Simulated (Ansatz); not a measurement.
Ca (fcc, Cu type)

```cif
data_Ca4
_chemical_formula_sum 'Ca4'
_space_group_name_H-M_alt 'Fm-3m'
_space_group_IT_number 225
_space_group_name_Hall '-F 4 2 3'
_cell_length_a 5.56856
_cell_length_b 5.56856
_cell_length_c 5.56856
_cell_angle_alpha 90.000
_cell_angle_beta 90.000
_cell_angle_gamma 90.000
loop_
_atom_site_label
_atom_site_type_symbol
_atom_site_symmetry_multiplicity
_atom_site_Wyckoff_symbol
_atom_site_fract_x
_atom_site_fract_y
_atom_site_fract_z
_atom_site_occupancy
Ca1 Ca 4 a 0.00000 0.00000 0.00000 1
```
(The calculation used a cell of 1 atom; values per cell refer to that cell.)

Two coordinates are scanned: the volume, and the ratio of the stretch along z (the conventional c axis) to the stretch across it. Atoms keep their fractional coordinates.

Method: r2SCAN (plane waves to 500 eV, PAW, scalar-relativistic; Ansatz, a first-principles code). k mesh 14×14×14 (Γ-centred), Fermi-Dirac smearing 0.05 eV. Energies are smeared free energies. With partly filled bands, the response to shear is sensitive to the k mesh, so small differences along c/a are uncertain. Ca was relaxed with its symmetry unable to fall. The PAW data are Ansatz's earlier set. ΔE is measured from the relaxed starting cell.

```tsv
ΔE (eV/atom)	V/V₀ = 0.960	V/V₀ = 0.973	V/V₀ = 0.987	V/V₀ = 1.000	V/V₀ = 1.013	V/V₀ = 1.027	V/V₀ = 1.040
(c/a)/(c/a)₀ = 0.880	0.010	0.008	0.007	0.006	0.007	0.008	0.010
(c/a)/(c/a)₀ = 0.920	0.007	0.005	0.004	0.003	0.004	0.005	0.007
(c/a)/(c/a)₀ = 0.960	0.005	0.003	0.001	0.001	0.001	0.003	0.005
(c/a)/(c/a)₀ = 1.000	0.004	0.002	0.000	0.000	0.000	0.002	0.004
(c/a)/(c/a)₀ = 1.040	0.005	0.003	0.002	0.001	0.002	0.003	0.005
(c/a)/(c/a)₀ = 1.080	0.009	0.007	0.006	0.005	0.006	0.007	0.009
(c/a)/(c/a)₀ = 1.120	?	?	0.013	0.013	0.013	?	?
```

Question: Fill in the missing entries.

Answer: 
- (c/a)/(c/a)₀ = 1.120, V/V₀ = 0.960: 0.016
- (c/a)/(c/a)₀ = 1.120, V/V₀ = 0.973: 0.014
- (c/a)/(c/a)₀ = 1.120, V/V₀ = 1.027: 0.015
- (c/a)/(c/a)₀ = 1.120, V/V₀ = 1.040: 0.017

(Under strain, the slope of the energy per volume gives the stress and its curvature an elastic modulus.)
